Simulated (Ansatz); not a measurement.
TiC:
```
TiC
1.0
    0.00000     2.13040     2.13040
    2.13040     0.00000     2.13040
    2.13040     2.13040     0.00000
Ti C
1 1
Cartesian
  0.00000   0.00000   0.00000
  2.13040   2.13040   2.13040
```

Relaxed with the program Ansatz at the LDA level (PAW). Indices refer to the conventional cell of Fm-3m, a = b = c = 4.2608 Å, α = β = γ = 90.00°.

Task: Simulate the powder diffraction pattern (Cu Kα, λ = 1.54184 Å; lines above 1 %) up to 2θ = 90°.

Result: Simulated powder pattern, Cu Kα, λ = 1.54184 Å (kinematic, ideal powder, no thermal factors, no anomalous dispersion; the 30 strongest lines at most, above 1 %, up to 2θ = 90°):

```tsv
2θ (°)	d (Å)	I/Imax (%)	hkl
36.53	2.460	87	(111)
42.43	2.130	100	(200)
61.56	1.506	56	(220)
73.75	1.285	30	(311)
77.62	1.230	18	(222)
```

Symmetry was held in the LDA relaxation. The run is not spin-polarised.

Potentials: the earlier of the program's two PAW sets. The files were generated under PBE; for other functionals the program regenerates the frozen cores, and for LDA and PBEsol the local potential too.
